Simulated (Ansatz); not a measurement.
NaLiCdS2:
Space group P3m1 (No. 156); a = b = 4.093 Å, c = 6.916 Å, α = β = 90.00°, γ = 120.00°

```json
[
 {"atom": "Na", "site": "1b", "symmetry": "3m.", "x": "0.3333", "y": "0.6667", "z": "0.9733"},
 {"atom": "Li", "site": "1c", "symmetry": "3m.", "x": "0.6667", "y": "0.3333", "z": "0.6627"},
 {"atom": "Cd", "site": "1a", "symmetry": "3m.", "x": "0.0000", "y": "0.0000", "z": "0.3804"},
 {"atom": "S", "site": "1c", "symmetry": "3m.", "x": "0.6667", "y": "0.3333", "z": "0.2431"},
 {"atom": "S", "site": "1a", "symmetry": "3m.", "x": "0.0000", "y": "0.0000", "z": "0.7405"}
]
```

Relaxed with PBEsol. DFT-PBEsol in the program Ansatz with PAW potentials gives a gap of 1.62 eV.

Q: What gap does HSE06 give on the same cell (Ansatz, PAW)?

A: 2.81 eV, 1.19 eV more. The hybrid was solved on a coarser mesh and at special points; the gap given is the minimum over both.

```csv
k,v1 PBEsol,c1 PBEsol,v1 HSE06,c1 HSE06
Γ,0.00,1.62,0.00,2.81
A,-0.13,2.59,(withheld),(withheld)
K,-1.44,4.49,(withheld),(withheld)
H,-0.76,4.26,(withheld),(withheld)
M,-0.52,3.53,(withheld),(withheld)
L,-0.68,3.43,-0.75,4.60
```

Q: Top valence (v1) and lowest conduction level (c1) in eV from each method's valence maximum (which need not be a listed point): supply the withheld HSE06 values.

A: 
- M, v1 HSE06: -0.58
- M, c1 HSE06: 4.74
- A, v1 HSE06: -0.15
- A, c1 HSE06: 3.80
- K, v1 HSE06: -1.55
- K, c1 HSE06: 5.61
- H, v1 HSE06: -0.83
- H, c1 HSE06: 5.54

Cost on shared cores: the PBEsol run (SCF on a 8×8×4 mesh, then bands and DOS) roughly 50 core-seconds, the HSE06 run (SCF on 5×5×3, then a few points) roughly 120 core-seconds; the tasks are unlike.

The first step of the workflow began from a Materials Project structure, measured or hypothetical; the Crystallography Open Database copy checked does not list it. Its standing as an ambient phase is unchecked. The PBEsol relaxation kept the symmetry of its start; whether a distortion lowers the energy is not shown. Scalar-relativistic: spin–orbit coupling is off unless named, which matters more the heavier the elements.

Potentials: the later of the program's two PAW sets.
